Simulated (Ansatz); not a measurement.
Relaxing a structure of AlNi

The start is a relaxed AlNi cell deformed by the Cartesian strain tensor (xx, yy, zz, yz, xz, xy) = (-0.047, 0.040, -0.135, 0.025, 0.034, 0.057). Cell shape, volume and atoms are optimised at zero target pressure with PBE (plane waves to 420 eV, PAW, scalar-relativistic; Ansatz, a program for electronic structure). The first steps use a coarse 12×11×13 k-mesh.

Initial structure:
```
AlNi
1.0
    2.75670     0.16488     0.09835
    0.16488     3.00836     0.07232
    0.09835     0.07232     2.50215
Al Ni
1 1
Direct
  0.00000   0.00000   0.00000
  0.50000   0.50000   0.50000
```

| Property | Value |
|---|---|
| Initial pressure | +41.7 GPa (positive: the cell is compressed) |
| Energy released | 0.35 eV/atom |
| Volume change | +17.3 %, from 10.32 to 12.10 Å³/atom |
| Relative to the parent | The parent structure is recovered, Pm-3m (No. 221) |
| Shortest distances (start → end) | The closest pairs of elements (up to four, under 3.6 Å), start → end: Al–Ni 2.28 → 2.51 Å; Al–Al 2.51 → 2.89 Å; Ni–Ni 2.51 → 2.89 Å |
| Optimiser moves | 14 |

It ends as:

Space group Pm-3m (No. 221); a = b = c = 2.893 Å, α = β = γ = 90.00°

| atom | site | symmetry | x | y | z |
|---|---|---|---|---|---|
| Al | 1a | m-3m | 0.0000 | 0.0000 | 0.0000 |
| Ni | 1b | m-3m | 0.5000 | 0.5000 | 0.5000 |

Final values are on a 16×16×16 k-mesh of the relaxed cell. No spin polarisation in the result. A magnetic state may lie lower.

The run could not lose the symmetry of its start.

All atoms sit on sites fixed by symmetry, so only the cell could relax.
